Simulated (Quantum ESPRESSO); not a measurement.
# W5Ti2Ag: different elements on one site, starting from this cell

A calculation, not a measurement. The program is pw.x of Quantum ESPRESSO 7.5 (plane-wave density functional theory). The cell is made up: eight metal atoms on a face-centred cubic lattice, with elements, volume, strain and displacements drawn at random and not relaxed, so it may be unstable or far from any real phase. PseudoDojo standard norm-conserving files set the functional (PBE unless stated); there is no spin polarisation or spin-orbit coupling, the Fermi-Dirac width of 0.25 eV means electrons at about 2900 K, and the masses in the input are unused placeholders. Heavy elements are run without spin-orbit coupling, which real alloys of them have. A spin test at this wide smearing found no moment, but such smearing suppresses magnetism that the real alloy may have.

The runs put different elements on site 4. Cell, positions, cutoff, mesh and smearing stay as in the input of run 1; sites are counted in its order. Stress in the tables is positive in tension.

Input of run 1:

```
&control calculation='scf', pseudo_dir='./dojo.nc.sr.pbe.v0_5.standard.upf', outdir='./o', disk_io='minimal', tprnfor=.true., tstress=.true. /
&system ibrav=0, nat=8, ntyp=3, nbnd=75, ecutwfc=87.97787729, nosym=.true., tot_charge=0,
 occupations='smearing', smearing='fd', degauss=0.0183746611
/
&electrons conv_thr=1.470e-08, electron_maxstep=70, mixing_beta=0.5 /
ATOMIC_SPECIES
Ag 1.0 Ag.upf
Ti 1.0 Ti.upf
W 1.0 W.upf
CELL_PARAMETERS angstrom
-0.0041 -0.0439 -4.0347
-4.0018 0.0088 -0.0041
1.9854 7.9319 2.1072
ATOMIC_POSITIONS angstrom
W -0.0157 0.0819 0.0898
Ti -1.9621 1.9945 -0.0833
W -0.0331 3.8504 0.0566
Ag -2.0135 5.895 0.1214
W -1.9693 -0.1123 -1.964
W -0.0223 2.0224 -1.9374
W -2.022 3.8655 -2.0635
Ti 0.0101 5.9753 -1.9497
K_POINTS automatic
6 6 3 1 1 1
```

```
run  elements on sites 1 to 8  -TS (eV)  pressure (GPa)  stress xx (GPa)  stress yy (GPa)  stress zz (GPa)  stress yz (GPa)  stress xz (GPa)  stress xy (GPa)  iterations
  1        W Ti W Ag W W W Ti    -1.904           10.08            -9.31           -12.77            -8.17             3.09            -0.23             0.37          16
  2        W Ti W Rh W W W Ti    -2.016            5.58            -5.31            -6.59            -4.85             1.54            -0.24             0.32          19
  3        W Ti W Pd W W W Ti    -1.959            6.96            -6.42            -8.94            -5.53             2.40            -0.23             0.39          22
  4        W Ti W Ru W W W Ti    -2.049            5.73            -6.04            -5.23            -5.92             0.71            -0.25             0.20          19
```

Forces Fx Fy Fz (eV/Å):

| site | run 1 | run 2 | run 3 | run 4 |
| --- | --- | --- | --- | --- |
| 1 | 0.42 -0.53 -0.17 | 0.50 -0.60 -0.13 | 0.46 -0.60 -0.17 | 0.53 -0.56 -0.08 |
| 2 | -0.65 -1.37 1.21 | -0.68 -1.22 1.26 | -0.66 -1.31 1.23 | -0.70 -1.12 1.27 |
| 3 | 0.22 1.34 -0.01 | 0.23 1.63 -0.24 | 0.22 1.52 -0.13 | 0.24 1.67 -0.32 |
| 4 | 0.17 -0.07 -0.67 | 0.11 -0.20 -0.47 | 0.14 -0.12 -0.55 | 0.09 -0.32 -0.46 |
| 5 | -0.33 1.28 -0.52 | -0.36 0.67 -0.50 | -0.35 0.90 -0.51 | -0.38 0.57 -0.47 |
| 6 | 0.56 -0.73 -1.13 | 0.58 -0.85 -1.13 | 0.57 -0.81 -1.13 | 0.59 -0.85 -1.14 |
| 7 | -0.08 0.87 0.73 | -0.10 1.51 0.70 | -0.09 1.27 0.72 | -0.10 1.61 0.68 |
| 8 | -0.32 -0.79 0.56 | -0.28 -0.93 0.52 | -0.29 -0.85 0.53 | -0.29 -1.00 0.52 |

Energies are left out, as each element's file has its own zero. A rerun of one cell of this series at a higher cutoff and on a denser mesh moved values by no more than 0.004 eV in energy, 0.09 GPa in stress and 0.012 eV/Å in force, and a second program with other atomic files agreed on that cell to 2 % rms in force and 0.5 GPa in pressure.